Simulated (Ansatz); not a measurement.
The start is a relaxed SnO2 cell, doubled along one cell vector, shaken by Gaussian noise of σ = 0.08 Å a coordinate. The structure is fully relaxed (lattice and positions, P = 0) with r2SCAN (plane waves to 500 eV, PAW, scalar-relativistic; Ansatz, a quantum-chemistry and plane-wave program). The first steps use a coarse 5×3×7 k-mesh.

Input geometry:
```yaml
crystal:
  lattice:
    - [4.75847, 0.00000, 0.00000]
    - [0.00000, 9.51694, 0.00000]
    - [0.00000, 0.00000, 3.20017]
  atoms:
    - { symbol: Sn, position: [0.53034, 0.24880, 0.48479] }
    - { symbol: Sn, position: [0.51399, 0.74402, 0.51376] }
    - { symbol: Sn, position: [0.99903, 0.00066, 0.99297] }
    - { symbol: Sn, position: [0.00985, 0.50943, 0.95544] }
    - { symbol: O, position: [0.79845, 0.41389, 0.52629] }
    - { symbol: O, position: [0.81422, 0.90105, 0.49389] }
    - { symbol: O, position: [0.31357, 0.35073, 0.99999] }
    - { symbol: O, position: [0.30071, 0.83979, 0.02392] }
    - { symbol: O, position: [0.70333, 0.15916, 0.00203] }
    - { symbol: O, position: [0.68615, 0.64591, 0.03779] }
    - { symbol: O, position: [0.21833, 0.10439, 0.47553] }
    - { symbol: O, position: [0.23385, 0.58195, 0.47157] }
```

### Question
What is the largest force in the starting geometry, and on which atom (counted from 1)?

### Answer
3.94 eV/Å, on Sn1 (atoms numbered as listed).

### Question
By how much does the energy per atom fall from start to end?

### Answer
98 meV/atom.

### Question
How do the shortest distances between atoms change?

### Answer
The closest pairs of elements (up to four, under 3.6 Å), start → end: O–Sn 1.93 → 2.06 Å; O–O 2.60 → 2.61 Å; Sn–Sn 3.20 → 3.20 Å.

### Question
Is the relaxed structure metallic? Give its gap.

### Answer
1.79 eV, direct at Γ (no spin-orbit coupling).

The end point of the relaxation:

Space group P4₂/mnm (No. 136); a = b = 4.7586 Å, c = 3.2002 Å, α = β = γ = 90.00°

```tsv
atom	site	symmetry	x	y	z
Sn	2b	m.mm	0.0000	0.0000	0.5000
O	4f	m.2m	0.1941	0.1941	0.0000
```

Final values are on a 7×7×10 k-mesh of the relaxed cell. No spin polarisation in the result.
